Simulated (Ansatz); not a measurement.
TiC (rock salt, space group No. 225) at seven volumes, plane-wave PAW PBEsol (Ansatz code), scaled uniformly. One row is withheld.

```tsv
V (Å³/atom)	P (GPa)
9.001	?
9.298	18.69
9.595	8.64
9.891	-0.01
10.188	-7.45
10.485	-13.86
10.782	-19.38
```

Problem. Fit the shown pressures and predict the withheld one.

Solution. P = (3/2)B₀(x^(7/2) − x^(5/2))[1 + (3/4)(B′ − 4)(x − 1)] with x = (V₀/V)^(2/3). Least squares on the six rows gives V₀ = 9.891 Å³/atom, B₀ = 267 GPa, B′ = 4.01. At V = 9.001, x = 1.0649 and P = 30.42 GPa. The run itself gave 30.38 GPa.

Space group Fm-3m (rock salt). Symmetry was held in the PBEsol relaxation. No spin polarisation was allowed.

Potentials: the later of the program's two PAW sets.
